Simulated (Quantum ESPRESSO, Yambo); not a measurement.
## Quasiparticle gap of NaTaO3

Space group P4/mbm (No. 127); a = b = 5.4771 Å, c = 3.9591 Å, α = β = γ = 90.00°

```csv
atom,site,symmetry,x,y,z
O,4g,m.2m,0.1966,0.3034,0.0000
O,2b,4/m..,0.5000,0.5000,0.5000
Na,2c,m.mm,0.0000,0.5000,0.5000
Ta,2a,4/m..,0.0000,0.0000,0.0000
```

The geometry is that of Materials Project entry mp-4675, symmetrised and not relaxed again.

Starting point: PBEsol (pw.x of Quantum ESPRESSO, ONCV potentials, no spin-orbit coupling). G0W0 in Yambo: 2×2×4 Γ-centred k mesh, bands 5 to 189 and a 7 Ry block in the screening, 189 bands in G with the Bruneval-Gonze terminator, plasmon pole fitted at 27.2 eV.

- PBEsol gap along the band path = 2.33 eV
- PBEsol gap between the mesh's edge points (Z → Γ) = 2.33 eV
- G0W0 gap between the same points = 3.93 eV
- PBEsol smallest direct gap on the mesh (at Z) = 2.74 eV
- G0W0 direct gap at that point = 4.43 eV

```
k point  band  E PBEsol (eV)  E QP (eV)  shift (eV)     Z
-------  ----  -------------  ---------  ----------  ----
Γ          VB          -0.58      -1.11       -0.53  0.78
Γ          CB           2.33       3.48        1.16  0.83
Z          VB           0.00      -0.45       -0.45  0.78
Z          CB           2.74       3.98        1.24  0.82
X          VB          -0.58      -1.13       -0.55  0.78
X          CB           3.80       5.03        1.23  0.81
R          VB          -0.45      -0.96       -0.51  0.78
R          CB           4.79       6.07        1.28  0.79
M          VB          -0.80      -1.34       -0.54  0.78
M          CB           2.47       3.66        1.19  0.83
A          VB          -0.07      -0.54       -0.47  0.78
A          CB           4.93       6.29        1.36  0.80
```

Energies count from the PBEsol valence-band maximum.

Nearest settings tried, and what they do to the gap: 129 bands in W, 129 bands in G: +72 meV. Not varied: block, mesh. So the settings aren't converged at that level.

Without spin-orbit coupling, band edges of such heavy elements can be off by tenths of an eV.

This is not the ordinary phase of the substance.
